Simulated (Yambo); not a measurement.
Yambo input for CaO (rock salt, space group Fm-3m, No. 225) under isotropic strain of -0.7 % on all lattice vectors (a = 3.344 Å, b = 3.344 Å, c = 3.344 Å, α = 60.00°, β = 60.00°, γ = 60.00°), on norm-conserving PBEsol (Quantum ESPRESSO, 84 Ry, without SOC) wavefunctions on a 18×18×18 mesh:

```
optics
chi
dipoles
kernel
FFTGvecs= 40 Ry
Chimod= "HARTREE"
NGsBlkXd= 4 Ry
% QpntsRXd
 1 | 1 |
%
% BndsRnXd
 1 | 23 |
%
GrFnTpXd= "R"
% EnRngeXd
 0.0 | 20.0 | eV
%
% DmRngeXd
 0.2 | 0.2 | eV
%
CGrdSpXd= 50
ETStpsXd= 161
% LongDrXd
 1.0 | 0.0 | 0.0 |
%
% XfnQP_E
 2.492 | 1.0 | 1.0 |
%
```

First lines of the file o-*.eps_q1_inv_rpa_dyson:

```
Absorption @ Q(1):   1.00000000     0.00000000     0.00000000    [q->0 direction]
#
# [ X ] Hartree size     :   51
# [GEN] GF Energies     : Perdew, Burke & Ernzerhof SOL(X)+Perdew, Burke & Ernzerhof SOL(C)+ user defined corrections @E
# [GEN] Green`s Function     : Retarded
#
# [GEN] Gauge     : Length
# [GEN] [r,Vnl] included     : yes
#
#    E[1] [eV]     Im(eps)     Re(eps)     Im(eps_o)     Re(eps_o)
#
     0.000000     -0.506776E-7     3.115639     -0.69330E-18     3.356589
     0.125000     0.841602E-3     3.115902     0.933214E-3     3.356880
     0.250000     0.001685     3.116690     0.001868     3.357753
     0.375000     0.002532     3.118005     0.002808     3.359212
     0.500000     0.003385     3.119850     0.003753     3.361258
     0.625000     0.004245     3.122230     0.004707     3.363896
     0.750000     0.005114     3.125148     0.005671     3.367132
     0.875000     0.005995     3.128613     0.006647     3.370974
     1.000000     0.006889     3.132630     0.007639     3.375429
     1.125000     0.007798     3.137210     0.008648     3.380507
     1.250000     0.008726     3.142363     0.009676     3.386221
     1.375000     0.009673     3.148100     0.010728     3.392583
     1.500000     0.010644     3.154435     0.011804     3.399608
     1.625000     0.011640     3.161383     0.012909     3.407314
     1.750000     0.012665     3.168961     0.014046     3.415718
     1.875000     0.013721     3.177187     0.015218     3.424841
     2.000000     0.014812     3.186082     0.016429     3.434707
     2.125000     0.015942     3.195668     0.017684     3.445341
     2.250000     0.017115     3.205973     0.018986     3.456771
     2.375000     0.018336     3.217022     0.020342     3.469028
     2.500000     0.019609     3.228847     0.021755     3.482147
     2.625000     0.020940     3.241483     0.023233     3.496167
     2.750000     0.022334     3.254967     0.024783     3.511128
     2.875000     0.023800     3.269340     0.026412     3.527077
     3.000000     0.025344     3.284649     0.028128     3.544066
     3.125000     0.026975     3.300945     0.029942     3.562153
     3.250000     0.028704     3.318284     0.031864     3.581400
     3.375000     0.030541     3.336731     0.033908     3.601879
     3.500000     0.032499     3.356355     0.036087     3.623668
     3.625000     0.034594     3.377237     0.038419     3.646856
     3.750000     0.036843     3.399465     0.040924     3.671543
     3.875000     0.039266     3.423139     0.043624     3.697841
     4.000000     0.041888     3.448375     0.046546     3.725880
```
(The file goes on to the top of the energy range.) Convergence of the RPA response with its 18×18×18 mesh was not tested. The scissor comes from a G0W0 run whose convergence isn't established.

Geometry strained from the cell relaxed with PBEsol, atoms relaxed again.
